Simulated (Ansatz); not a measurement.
**Zn: computed property card**

Zn (fcc (Cu type), Fm-3m), a = 3.838 Å, b = 3.838 Å, c = 3.838 Å, α = 90.00°, β = 90.00°, γ = 90.00°; the cell used has 1 atom.

Space group Fm-3m (No. 225), fcc (Cu type); conventional cell a = b = c = 3.838 Å, α = β = γ = 90.00°.

Method: PBEsol in the plane-wave PAW code Ansatz. The cell and atoms are relaxed at this level. Other levels are named where they apply.

Cell and energy:

- Volume per atom = 14.13 Å³
- Density = 7.68 g/cm³

Electronic structure:

- Electronic character = metallic (no gap)
- Density of states at the Fermi level = 0.30 states/eV per atom (mean over ±0.08 eV)

Mechanics:

Bulk modulus (Birch–Murnaghan fit): 86.3 GPa
Pressure derivative B′: 5.3
Elastic constants (relaxed ions, GPa): C11 = 131, C12 = 66.3, C44 = -4.0
Mechanical stability: unstable (C has a negative eigenvalue)

Phonons:

Dynamical stability on the path: stable (no imaginary branch)
Zero-point energy: 21.9 meV/atom
Vibrational entropy at 300 K: 41.3 J/(K·mol of atoms)

The workflow started from a Materials Project entry (that database holds measured and hypothetical structures alike); the Crystallography Open Database copy checked does not list it. It is not the phase usual at ambient conditions (space group No. 194). The PBEsol relaxation kept the symmetry of its start. As this level gives no gap, shear constants depend on the k-mesh and smearing (Fermi–Dirac, 0.1 eV here). As this level gives no gap, phonon frequencies hold no LO–TO term and depend on the k-mesh and smearing (Fermi–Dirac, 0.1 eV here).

Potentials: the later of the program's two PAW sets.
